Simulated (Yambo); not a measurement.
G0W0@LDA for Rb$_{2}$SiF$_{6}$ (space group Fm-3m, No. 225) in Yambo. Reference settings: 2×2×2 Γ-centred k mesh, 215 bands and a 7 Ry block in the screening, 215 bands in G with the Bruneval-Gonze terminator, plasmon pole fitted at 27.2 eV. The LDA gap Γ → Γ on this mesh is 7.15 eV; G0W0 gaps are taken between the same points.

The settings were changed. The gap went from 11.67 eV to 12.12 eV, and the shift of the valence edge from -2.79 eV to -3.32 eV.

Task: What was changed between the two runs?
(A) 3 Ry block, no terminator
(B) 58 bands in W, 58 bands in G, 2 Ry block
(C) 58 bands in W, 58 bands in G, 3 Ry block
(D) 1×1×1 mesh

Result: A, 3 Ry block, no terminator. The others gave (gap, valence shift): 1×1×1 mesh: 11.51, -2.66 eV; 58 bands in W, 58 bands in G, 2 Ry block: 13.39, -3.88 eV; 58 bands in W, 58 bands in G, 3 Ry block: 13.17, -3.64 eV.

Geometry of the Materials Project entry, not relaxed at this level; primitive cell a = 5.907 Å, b = 5.907 Å, c = 5.907 Å, α = 60.00°, β = 60.00°, γ = 60.00°.

The structure is a Materials Project entry; no match was found in the copy of COD used, and its stability was not checked.

A shift is the quasiparticle energy of the state minus its LDA energy.
